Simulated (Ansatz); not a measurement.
La$_{2}$CN$_{3}$Cl:
Space group Cmmm (No. 65); a = 9.6313 Å, b = 13.4470 Å, c = 3.9460 Å, α = 90.00°, β = 90.00°, γ = 90.00°

```csv
atom,site,symmetry,x,y,z
La,4h,2mm,0.2884,0.5000,0.5000
La,4i,m2m,0.0000,0.3619,0.0000
C,4f,..2/m,0.2500,0.2500,0.5000
N,4g,2mm,0.3441,0.0000,0.0000
N,8q,..m,0.1729,0.3225,0.5000
Cl,4i,m2m,0.0000,0.1227,0.0000
```
(The calculation used a cell of 14 atoms; values per cell refer to that cell.)

Relaxed with r²SCAN.

Problem. Tabulate the valence density and the electron localisation function along the shortest La–N contact (2.35 Å), plane-wave PAW r²SCAN (Ansatz code).

Solution. 

```
distance from La (Å)  density (e/Å³)   ELF
--------------------  --------------  ----
0.23                            1.39  0.04
0.35                            1.46  0.21
0.47                            1.55  0.48
0.59                            1.58  0.68
0.70                            1.48  0.77
0.82                            1.25  0.77
0.94                            0.96  0.69
1.06                            0.71  0.49
1.17                            0.57  0.32
1.29                            0.53  0.31
1.41                            0.61  0.46
1.53                            0.81  0.67
1.64                            1.16  0.78
1.76                            1.72  0.80
1.88                            2.46  0.73
2.00                            3.15  0.55
2.11                            3.50  0.27
```

The density is the valence pseudo-density with augmentation charge, so density and ELF within about 1 Å of a nucleus are not all-electron values.

The first step of the workflow began from a Materials Project structure, measured or hypothetical; the Crystallography Open Database files this formula in space group No. 65, but the cells were not matched. Its standing as an ambient phase is unchecked. The cell was relaxed with r²SCAN under the symmetry of its start; whether a distortion lowers the energy is not shown. Spin–orbit coupling is left out wherever it is not named.

Potentials: the later of the program's two PAW sets.
